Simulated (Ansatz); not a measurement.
An ordered 8-atom cell of In3GaP4 on the zincblende lattice (P-4m2): a single-point calculation in Ansatz (HSE06). The cell was relaxed beforehand with r2SCAN.

Input file:
```yaml
crystal:
  lattice:
    - [4.0893212642, 0.0, 0.0]
    - [0.0, 4.0893212642, 0.0]
    - [0.0, 0.0, 11.6325111174]
  atoms:
    - { symbol: Ga, position: [0.0, 0.0, 0.0] }
    - { symbol: P, position: [0.0, 0.5, 0.1100860121] }
    - { symbol: In, position: [0.5, 0.5, 0.240662739] }
    - { symbol: P, position: [0.5, 0.0, 0.3702926724] }
    - { symbol: In, position: [0.0, 0.0, 0.5] }
    - { symbol: P, position: [0.0, 0.5, 0.6297073276] }
    - { symbol: In, position: [0.5, 0.5, 0.759337261] }
    - { symbol: P, position: [0.5, 0.0, 0.8899139879] }
kpoints:
  mp_grid: { grid: [4, 4, 2] }
  band_path:
    path:
      - [0.0, 0.0, 0.0]
      - [0.0, 0.5, 0.0]
      - [0.5, 0.5, 0.0]
      - [0.0, 0.0, 0.5]
      - [0.0, 0.5, 0.5]
      - [0.5, 0.5, 0.5]
    npoints: 1
hamiltonian:
  xc: hse06
scf:
  occupations: { method: fixed }
  n_extra_bands: 6
output:
  forces: true
  stress: true
  eigenvalues: true
  write_density: true
  write_potential: true
  elf: true
  volumetric_format: npy
```

Command: `ansatz run input.yaml --threads 4 --pin off --max-ram 6451MiB --backend cpu --events-out ev --progress --plain --runs-dir out`. Wall time 110 s on 4 threads of Arm Neoverse V1 (shared host); peak host memory 3 GiB.

**Question.** What will the output look like, and what does it show?

**Answer.** The log, with set-up remarks and timings taken out:
```
scf.n_extra_bands = 6 over 36 filled bands (N_el = 72.0): the run solves 42 bands
Functional definition: HSE06
Crystal: 8 atoms, lattice volume = 194.525 Å³
Basis set: ecut = 420 eV, 3799 PW (Γ)
Symmetry: 8 space group operations
Space group: P-4m2 (ITA 115)
k-points: 12 of 32
[warm-up without exact exchange]
SCF 1 stopped early in 5 iterations: F = -23601.238923 eV  dr2 = 3.74e-5
[exact exchange on]
Exchange kernel: α = 0.2500, screened, ω = 0.2079 Å⁻¹, Wigner–Seitz truncation, v(0) = 1039.9956 eV·Å³, q-mesh 4×4×2
SCF 2 stopped early in 7 iterations: F = -23615.862061 eV  dr2 = 1.13e-5
hybrid outer 1: dexx = +2.979e-2 eV, tail = 6.47e-5 eV
SCF 3 converged in 6 iterations: F = -23615.861459 eV  dr2 = 4.26e-10
hybrid outer 2: dexx = +1.935e-6 eV, tail = 2.37e-8 eV, Δε = 2.90e-3 eV, ΔF = 3.29e-3 eV/Å
NSCF: frozen V_eff on 6 k-points
hybrid SCF converged: 2 outer / 13 inner (+5 warm-up)
Free energy (F): -23615.861459 eV
Fermi energy:    6.442319 eV
--- Forces (eV/Å), atoms counted from 1 ---
  atom   1  Ga      0.00000      0.00000      0.00000
  atom   2  P       0.00000      0.00000      0.05064
  atom   3  In      0.00000      0.00000    -0.00103
  atom   4  P       0.00000      0.00000      0.00100
  atom   5  In      0.00000      0.00000      0.00000
  atom   6  P       0.00000      0.00000    -0.00100
  atom   7  In      0.00000      0.00000      0.00103
  atom   8  P       0.00000      0.00000    -0.05064
--- Stress (GPa, compression-positive) ---
        0.183777       0.000000       0.000000
        0.000000       0.183777       0.000000
        0.000000       0.000000      -0.345364
  P = ⅓ Tr σ = 0.0074 GPa (0.074 kbar)
--- Band table (eV; the first three rows and the last of 12) ---
  k-point 0: bands = […, 4.7451, 5.0406, 5.0406, 6.3458, 6.4423, 6.4423, 7.9808, 8.7637, 9.0280, 9.5777, …]
  k-point 1: bands = […, 4.8131, 4.8198, 5.7747, 5.7747, 5.9824, 5.9824, 8.7681, 8.7782, 9.4498, 9.5206, …]
  k-point 2: bands = […, 4.8243, 4.8993, 4.9899, 5.2673, 5.2679, 6.1922, 9.0581, 9.6820, 9.7584, 9.9192, …]
  k-point 11: bands = […, 3.4442, 3.4442, 3.4982, 3.5691, 3.5691, 3.6257, 9.7191, 9.7191, 9.8487, 9.8487, …]
```
The trailing digits, and the zero of the energies, depend on the potentials and thresholds.

The rows of the band table are 0: (0, 0, 0) = Γ, 1: (0, 0, -1/2) = Z, 2: (0, 1/4, 0), 11: (-1/2, -1/2, -1/2) = A.

bands.tsv, columns around the gap (it counts bands from 0):
```tsv
# k_distance	band_31	band_32	band_33	band_34	band_35	band_36	band_37	band_38	band_39
# fermi_ev = 6.442319
# [0, 0, 0] at k_distance = 0.000000
# [0, 0.5, 0] at k_distance = 0.768243
# [0.5, 0.5, 0] at k_distance = 1.536486
# [0, 0, 0.5] at k_distance = 2.656009
# [0, 0.5, 0.5] at k_distance = 3.424253
# [0.5, 0.5, 0.5] at k_distance = 4.192496
# levels_relative_to = fermi_ev
0.000	-1.402	-1.402	-0.097	0.000	0.000	1.538	2.321	2.586	3.135
0.768	-1.107	-1.093	-1.014	-0.936	-0.915	1.970	2.333	3.549	4.135
1.536	-3.228	-2.673	-2.592	-2.592	-2.498	2.336	2.336	2.767	2.933
2.656	-1.623	-0.668	-0.668	-0.460	-0.460	2.326	2.336	3.008	3.078
3.424	-1.985	-1.699	-0.999	-0.937	-0.932	2.580	3.214	3.308	3.353
4.192	-2.998	-2.944	-2.873	-2.873	-2.817	3.277	3.277	3.406	3.406
```
In order the rows are Γ, X, M, Z, R, A.

Planar averages along the third cell vector, from rho_z.tsv and v_z.tsv (valence density with its augmentation; electrostatic potential energy of an electron, of which only differences have a meaning):
```
z (Å)  ρ (e/Å³)  v_es (eV)
 0.00     1.116       4.88
 0.44     0.361       4.70
 1.02     0.220       2.31
 1.45     0.209       2.12
 2.04     0.250       4.64
 2.47     0.535       2.66
 3.05     0.603       2.40
 3.49     0.274       4.44
 3.93     0.217       3.36
 4.51     0.208       2.38
 4.94     0.233       4.63
 5.53     0.569       2.53
 5.96     0.685       2.12
 6.54     0.261       4.56
 6.98     0.215       3.14
 7.56     0.210       2.53
 8.00     0.238       4.67
 8.43     0.468       2.99
 9.02     0.661       2.19
 9.45     0.304       4.13
10.03     0.214       2.86
10.47     0.211       1.84
11.05     0.272       4.33
11.49     0.934       4.87
```

The HSE06 gap is direct at Γ: 1.54 eV. The mean stress, 0.0 GPa, is small, and the program warns that its thresholds are loose for a hybrid's stress. The largest force is 0.05 eV/Å.

The calculation is spin-unpolarised, and the structure need not be a phase that has been made.

No spin-orbit coupling is included; it can move band edges with weight on the heavy atoms by tenths of an eV.

The meshes of the hybrids are coarse, so their gaps aren't converged to the digits shown.
